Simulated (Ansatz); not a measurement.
**Property card for PbSe**

PbSe:
```xyz
2
Lattice="3.7557 0.0000 0.0000 0.0000 3.7557 0.0000 0.0000 0.0000 3.7557" Properties=species:S:1:pos:R:3 pbc="T T T"
Pb     0.0000     0.0000     0.0000
Se     1.8778     1.8778     1.8778
```

Space group Pm-3m (No. 221), CsCl type; conventional cell a = 3.756 Å, b = 3.756 Å, c = 3.756 Å, α = 90.00°, β = 90.00°, γ = 90.00°.

Method: HSE06 in the plane-wave PAW code Ansatz. The cell and atoms are relaxed at this level. Other levels are named where they apply.

### Cell and energy

```yaml
volume_per_atom: 26.49 Å³
density: 8.97 g/cm³
```

### Electronic structure

```yaml
electronic_character: no gap, with almost no states at the Fermi level (zero-gap or semimetallic)
```

### Mechanics

```yaml
Bulk modulus (Birch–Murnaghan fit): 53.3 GPa
Pressure derivative B′: 2.7
```

### Charges

```yaml
bader_charges: Pb +0.96, Se -0.96 e
```

The cell is a constructed one: a structure type filled with these elements; the Crystallography Open Database copy checked does not list it. It is not the phase usual at ambient conditions (space group No. 225). Symmetry was held in the HSE06 relaxation; whether a distortion lowers the energy is not shown. The hybrid run found no gap, on a coarse k-mesh. Spin–orbit coupling is left out wherever it is not named.

Potentials: the later of the program's two PAW sets.
